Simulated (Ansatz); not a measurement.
ZrB2:
```
CELL_PARAMETERS angstrom
      3.07618     0.00000     0.00000
     -1.53809     2.66405     0.00000
      0.00000     0.00000     8.56450
ATOMIC_POSITIONS crystal
  Zr 0.66667 0.33333 0.75000
  Zr 0.33333 0.66667 0.25000
  B  0.66667 0.33333 0.47301
  B  0.33333 0.66667 0.52699
  B  0.33333 0.66667 0.97301
  B  0.66667 0.33333 0.02699
```

Relaxed with PBE. Special points in fractions of this cell's reciprocal vectors: Γ (0.000, 0.000, 0.000); M (0.500, 0.000, 0.000); K (0.333, 0.333, 0.000); A (0.000, 0.000, 0.500); L (0.500, 0.000, 0.500); H (0.333, 0.333, 0.500).

Problem. List the band energies nearest the Fermi level at these points for PBE with spin–orbit coupling (plane waves, PAW; program Ansatz).

Solution. In eV from the Fermi level; about four levels below and three above (degenerate sets whole), none deeper than 8.9 eV; points with the same levels are listed once.

| k | below | above |
|---|---|---|
| Γ | -2.36 -2.36 -1.44 -1.44 | 0.33 0.33 0.36 0.36 |
| M | -0.93 -0.93 -0.53 -0.53 | 0.41 0.41 2.76 2.76 |
| K | -0.78 -0.78 -0.77 -0.77 | 0.06 0.06 0.31 0.31 |
| A | -1.74 -1.74 -1.74 -1.74 | 0.31 0.31 0.31 0.31 |
| L | -1.54 -1.54 -1.54 -1.54 | 0.70 0.70 0.70 0.70 |
| H | -1.09 -1.09 -1.02 -1.02 | 0.21 0.21 0.27 0.27 |

Space group P6_3/mmc. The start of the workflow was typed in or built on a structure type; neither database checked (COD, Materials Project) lists it. It is not the phase usual at ambient conditions (space group No. 191). Symmetry was held in the PBE relaxation; whether a distortion lowers the energy is not shown. No spin polarisation was allowed.

Potentials: the earlier of the program's two PAW sets.
